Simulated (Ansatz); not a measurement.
Si3Ge:
```yaml
crystal:
  lattice:
    - [3.88587, 0.00000, 0.00000]
    - [0.00000, 3.88587, 0.00000]
    - [0.00000, 0.00000, 5.48828]
  atoms:
    - { symbol: Si, position: [0.50000, 0.00000, 0.75485] }
    - { symbol: Si, position: [0.00000, 0.00000, 0.00000] }
    - { symbol: Si, position: [0.00000, 0.50000, 0.24515] }
    - { symbol: Ge, position: [0.50000, 0.50000, 0.50000] }
```

Relaxed with r²SCAN. Special points in fractions of this cell's reciprocal vectors: Γ (0.000, 0.000, 0.000); X (0.000, 0.500, 0.000); M (0.500, 0.500, 0.000); Z (0.000, 0.000, 0.500); R (0.000, 0.500, 0.500); A (0.500, 0.500, 0.500).

Task: List the band energies nearest the valence-band maximum at these points for r²SCAN in the plane-wave PAW code Ansatz.

Result: In eV from the valence-band maximum; about four levels below and three above (degenerate sets whole), none deeper than 8.9 eV; points with the same levels are listed once.

| k | below | above |
|---|---|---|
| Γ | -3.09 -3.09 -0.04 0.00 0.00 | 0.85 1.02 2.72 2.72 |
| X | -3.97 -3.90 -1.61 -1.34 | 2.44 2.83 4.96 |
| M | -3.13 -3.07 -3.07 -3.02 | 0.56 1.03 1.03 |
| Z | -2.17 -2.17 -1.92 -1.92 | 1.10 1.44 3.40 |
| R | -1.51 -1.35 -1.31 -1.18 | 1.27 1.75 3.45 |
| A | -4.06 -4.06 -4.06 -3.98 | 4.50 4.71 4.71 |

Space group P-4m2. The start of the workflow was typed in or built on a structure type; neither database checked (COD, Materials Project) lists it. Its standing as an ambient phase is unchecked. The cell was relaxed with r²SCAN under the symmetry of its start; its stability against distortions is not shown here. Scalar-relativistic: spin–orbit coupling is off unless named, which matters more the heavier the elements.

Potentials: the earlier of the program's two PAW sets.
